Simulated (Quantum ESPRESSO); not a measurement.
## Calculated data, AlSi$_{6}$P (made-up cell)

Computed with Quantum ESPRESSO 7.5. Calculation on a made-up crystal cell, not a measurement, the moved input of one more run found from cubic fits through the family: the fits match the computed values on one interval only; periodic Kohn-Sham density functional theory in plane waves with PseudoDojo standard norm-conserving scalar-relativistic pseudopotentials, each functional with its own files (v0.5 for PBE, v0.4.1 for LDA and PBEsol), no spin polarisation, no spin-orbit coupling, atoms not relaxed, stress positive in tension, energies less a fixed whole-eV offset for each atom's element; levels are Kohn-Sham levels at fractions of this cell's reciprocal vectors, counted from the reference band (half the neutral cell's valence electrons, rounded up) at Gamma; error bars cover cutoff and k-mesh only, not smearing or the files; added strain carries the atoms with the cell, and shear is the tensor component; each bar is the largest change over components, and at least 0.002 eV, 0.002 eV per angstrom or 0.02 GPa; energies are for the whole cell, and the offsets were chosen from early runs and are not element reference energies.

Entry: AlSi$_{6}$P (made-up cell)

Reference structure:
```cif
# cell vector a (Å): 5.6247 -0.0056 0.0000
# cell vector b (Å): -0.0056 5.6247 0.0000
# cell vector c (Å): 0.0000 0.0000 5.6247
data_AlSi6P
_symmetry_space_group_name_H-M 'P 1'
_symmetry_Int_Tables_number 1
_cell_length_a 5.6247
_cell_length_b 5.6247
_cell_length_c 5.6247
_cell_angle_alpha 90.000
_cell_angle_beta 90.000
_cell_angle_gamma 90.114
_cell_volume 177.95
loop_
_atom_site_label
_atom_site_type_symbol
_atom_site_fract_x
_atom_site_fract_y
_atom_site_fract_z
_atom_site_occupancy
Si1 Si 0.99273 0.00168 0.99781 1
Si2 Si 0.00021 0.49462 0.49252 1
Al1 Al 0.49303 0.98888 0.50147 1
Si3 Si 0.50264 0.49510 0.99109 1
Si4 Si 0.25687 0.24942 0.24321 1
Si5 Si 0.24908 0.75426 0.74324 1
P1 P 0.74426 0.25304 0.75531 1
Si6 Si 0.74782 0.74544 0.24227 1
```

| Item | Value |
| --- | --- |
| lattice type | zincblende/diamond |
| functional | pbe |
| cutoff | 599 eV |
| fermi dirac smearing | 0.1 eV |
| scf tolerance | 1e-07 eV |
| electrons removed | 0 |
| moved input | added strain, shear xy |
| moved input in the structure shown | -0.001 |
| further run fz on site 3 | -0.648 eV/Å |
| further run fz on site 6 | 0.732 eV/Å |
| further run stress xy | -1.06 GPa |
| further run fz on site 4 | 0.182 eV/Å |
| k mesh | 6 x 6 x 6, shifted by half a step |
| structure shown | one run of the family, not the further run |

Atoms:
```tsv
atoms element	atom site	atom energy offset (eV)
Si	1	-115
Si	2	-115
Al	3	-64
Si	4	-115
Si	5	-115
Si	6	-115
P	7	-189
Si	8	-115
```

Family:
```tsv
moved input	fz on site 3 (eV/Å)	fz on site 6 (eV/Å)	stress xy (GPa)	fz on site 4 (eV/Å)
-0.0151	-0.789	0.861	-2.29	0.069
-0.001	-0.553	0.645	-0.23	0.257
0.0028	-0.489	0.589	0.33	0.308
0.012	-0.332	0.453	1.67	0.429
0.0166	-0.254	0.386	2.35	0.49
0.0201	-0.193	0.336	2.86	0.536
```

Q: AlSi$_{6}$P (made-up cell): moved input of the further run?
A: -0.0067

Further results for AlSi$_{6}$P (made-up cell):

| Item | Value |
| --- | --- |
| interval low | -0.007039 |
| interval high | -0.006335 |
| energy against integrated force or stress | 0.0002393 eV |
| error bar energy | 0.002 eV |
| error bar stress | 0.02 GPa |
| error bar force | 0.002 eV/Å |
